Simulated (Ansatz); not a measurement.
SiMo3:
```yaml
crystal:
  lattice:
    - [4.85990, 0.00000, 0.00000]
    - [0.00000, 4.85990, 0.00000]
    - [0.00000, 0.00000, 4.85990]
  atoms:
    - { symbol: Mo, position: [0.25000, 0.00000, 0.50000] }
    - { symbol: Mo, position: [0.50000, 0.75000, 0.00000] }
    - { symbol: Mo, position: [0.75000, 0.00000, 0.50000] }
    - { symbol: Mo, position: [0.50000, 0.25000, 0.00000] }
    - { symbol: Mo, position: [0.00000, 0.50000, 0.75000] }
    - { symbol: Mo, position: [0.00000, 0.50000, 0.25000] }
    - { symbol: Si, position: [0.00000, 0.00000, 0.00000] }
    - { symbol: Si, position: [0.50000, 0.50000, 0.50000] }
```

Relaxed with PBEsol. Special points in fractions of this cell's reciprocal vectors: Γ (0.000, 0.000, 0.000); X (0.000, 0.500, 0.000); M (0.500, 0.500, 0.000); R (0.500, 0.500, 0.500).

**Question.** List the band energies nearest the Fermi level at these points for DFT-PBEsol with spin–orbit coupling in the program Ansatz with PAW potentials.

**Answer.** In eV from the Fermi level; about four levels below and three above (degenerate sets whole), none deeper than 8.9 eV; points with the same levels are listed once.

| k | below | above |
|---|---|---|
| Γ | -1.62 -1.62 -1.62 -1.62 | 1.21 1.21 1.29 1.29 1.29 1.29 |
| X | -1.75 -1.75 -1.75 -1.75 | 0.24 0.24 0.24 0.24 |
| M | -0.55 -0.55 -0.10 -0.10 | 0.25 0.25 0.82 0.82 |
| R | -1.22 -1.22 -1.22 -1.22 -1.22 -1.22 -1.22 -1.22 | 1.27 1.27 1.27 1.27 1.27 1.27 1.27 1.27 |

Space group Pm-3n (A15 (Cr3Si type)). Symmetry was held in the PBEsol relaxation; of distortions, only those at the zone centre were tested. No spin polarisation was allowed.

Potentials: the later of the program's two PAW sets.
